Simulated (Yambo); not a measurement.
Convergence of the G0W0 gap of BN

G0W0@PBEsol for BN (space group Fmm2, No. 42) in Yambo. Reference settings: 6×6×6 Γ-centred k mesh, 71 bands and a 14 Ry block in the screening, 71 bands in G with the Bruneval-Gonze terminator, plasmon pole fitted at 27.2 eV. The PBEsol gap (-0.5, 0.333, -0.167) → (0, -0.5, -0.5) on this mesh is 3.76 eV; G0W0 gaps are taken between the same points.

| change from the reference | G0W0 gap (-0.5, 0.333, -0.167) → (0, -0.5, -0.5) (eV) | shift of the valence edge (eV) |
|---|---|---|
| reference settings | 5.48 | -1.00 |
| 44 bands in W, 44 bands in G | 5.48 | -0.96 |
| 24 bands in G | 5.53 | -1.08 |
| pole fitted at 40 eV | 5.51 | -1.08 |

The reference isn't shown to be the converged limit. The mesh misses a band edge: along a dense path the PBEsol gap is 3.70 eV against 3.76 eV on the mesh.

Geometry of the Materials Project entry, not relaxed at this level; primitive cell a = 4.112 Å, b = 2.502 Å, c = 3.713 Å, α = 80.29°, β = 36.85°, γ = 62.86°.

This is not the ordinary phase of the substance; no match was found in the copy of COD used, and its stability was not checked.

A shift is the quasiparticle energy of the state minus its PBEsol energy.

The distance between layers or molecules is the database entry's, not relaxed here. Functionals without dispersion can leave it too large, which widens gaps and weakens the response across layers: the numbers belong to this cell.
